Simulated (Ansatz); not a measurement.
WSe2:
Space group P6₃/mmc (No. 194); a = b = 3.3026 Å, c = 13.2258 Å, α = β = 90.00°, γ = 120.00°

```
atom  site  symmetry       x       y       z
----  ----  --------  ------  ------  ------
W       2c      -6m2  0.3333  0.6667  0.2500
Se      4f       3m.  0.6667  0.3333  0.1242
```

Relaxed with r²SCAN+D4.

Task: Which orbitals make up the states near the band edges in r²SCAN+D4 (plane waves, PAW; program Ansatz)?

Result: Top 1 eV of the valence band: W 5d 68 %, Se 4p 28 %. Bottom 1 eV of the conduction band: W 5d 67 %, Se 4p 27 %. Projections are on Löwdin-orthogonalised atomic valence shells; empty p or d shells of many metals are not among them.

Task: Tabulate the density of states.

Result: States/eV per cell of 6 atoms, in 0.25 eV bins, energy from the valence-band maximum.

```
E (eV)  total  Se 4p  W 5d  W 6s
------  -----  -----  ----  ----
-7.85    0.00   0.00  0.00  0.00
-7.60    0.00   0.00  0.00  0.00
-7.35    0.00   0.00  0.00  0.00
-7.10    0.21   0.14  0.04  0.02
-6.85    1.50   0.99  0.26  0.16
-6.60    2.38   1.55  0.44  0.25
-6.35    3.14   2.00  0.65  0.30
-6.10    4.78   3.00  1.12  0.42
-5.85    4.02   2.41  1.27  0.16
-5.60    5.18   3.52  1.37  0.06
-5.35    3.18   2.21  0.73  0.07
-5.10    3.09   2.01  0.59  0.22
-4.85    4.50   2.80  1.16  0.18
-4.60    6.86   4.22  1.89  0.20
-4.35    3.20   1.98  0.94  0.07
-4.10    3.06   2.03  0.86  0.04
-3.85    4.29   2.85  1.25  0.03
-3.60    7.13   4.50  2.38  0.03
-3.35    4.18   2.40  1.64  0.02
-3.10    2.98   1.70  1.18  0.02
-2.85    3.64   2.12  1.37  0.02
-2.60    7.87   5.17  2.31  0.03
-2.35    7.36   4.89  2.16  0.02
-2.10    5.14   3.55  1.37  0.03
-1.85    4.81   3.50  1.13  0.02
-1.60    2.82   1.93  0.77  0.01
-1.35    3.60   1.58  1.83  0.05
-1.10    6.27   1.97  4.02  0.06
-0.85    3.72   1.08  2.46  0.05
-0.60    2.11   0.53  1.48  0.02
-0.35    0.82   0.20  0.58  0.01
-0.10    0.15   0.04  0.10  0.00
0.15     0.00   0.00  0.00  0.00
0.40     0.00   0.00  0.00  0.00
0.65     0.00   0.00  0.00  0.00
0.90     0.00   0.00  0.00  0.00
1.15     0.06   0.02  0.03  0.00
1.40     1.33   0.40  0.82  0.03
1.65     3.60   0.97  2.36  0.08
1.90     4.51   1.23  2.98  0.08
2.15     7.69   1.98  5.36  0.10
2.40     8.15   2.37  5.20  0.18
2.65     9.43   3.17  5.54  0.16
2.90     4.37   1.61  2.38  0.04
3.15     4.42   1.64  2.39  0.03
3.40     3.79   1.49  1.94  0.01
3.65     2.57   1.10  1.22  0.01
3.90     3.09   1.42  1.43  0.01
4.15     4.56   1.99  2.12  0.05
4.40     3.25   1.32  1.46  0.12
4.65     2.39   0.85  1.01  0.19
4.90     1.83   0.53  0.61  0.35
5.15     1.01   0.18  0.12  0.41
5.40     1.16   0.18  0.07  0.49
5.65     1.45   0.23  0.08  0.58
5.90     1.72   0.28  0.09  0.66
```

Space group P6_3/mmc. The cell was relaxed with r²SCAN+D4 under the symmetry of its start; phonons on a q-mesh show no instability. No spin polarisation was allowed. Scalar-relativistic: spin–orbit coupling is off unless named, which matters more the heavier the elements.

Potentials: the later of the program's two PAW sets.
